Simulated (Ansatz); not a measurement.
This MgSn₂N₂ structure is the end of a relaxation. The cell was found from a structure generator's guess, not taken from experiment.

All numbers below come from DFT PBE, scalar-relativistic, plane waves, PAW in Ansatz. Cutoff 420 eV, Γ-centred mesh, Gaussian smearing, no spin polarisation.

```
Mg Sn N
1.0
     3.47080    0.00000    0.00000
    -1.73540    3.00580    0.00000
     0.00000    0.00000    9.16231
Mg Sn N
1 2 2
Direct
  0.33333 0.66667 0.95595
  0.33333 0.66667 0.28779
  0.66667 0.33333 0.63534
  0.33333 0.66667 0.71522
  0.66667 0.33333 0.40569
```

Energies over the elements count from the elements' standard structures at the same level (N₂ as a molecule), with no fitted energy shifts. The references include grey tin.

(1) Find its symmetry and describe it.

(2) What is its formation energy per atom?

(3) Is it a metal?

Answers

(1) P3m1 (No. 156). Conventional cell: a = 3.471 Å, c = 9.162 Å. Around Mg lie 1 N at 2.21 Å and 1 Sn at 3.04 Å; Sn on its first site is surrounded by 3 N at 2.28 Å and 1 Mg at 3.04 Å; Sn on its second site is surrounded by 4 N at 2.10–2.13 Å; N on its first site has 3 Sn at 2.13 Å and 1 Mg at 2.21 Å; 1 more site not described.

(2) +0.25 eV/atom. The separate elements lie lower, so it is unstable against them.

(3) Yes, bands cross the Fermi level on the 12×12×4 mesh.

The last run used a 12×12×4 mesh (in the run's order of axes) for its 5-atom cell and Gaussian smearing of 0.10 eV. The zero gap may come from the functional, which often closes small gaps. This cell was reached by moving the atoms of another relaxed cell at random and relaxing again, last within the group found; it had no such test of its own.
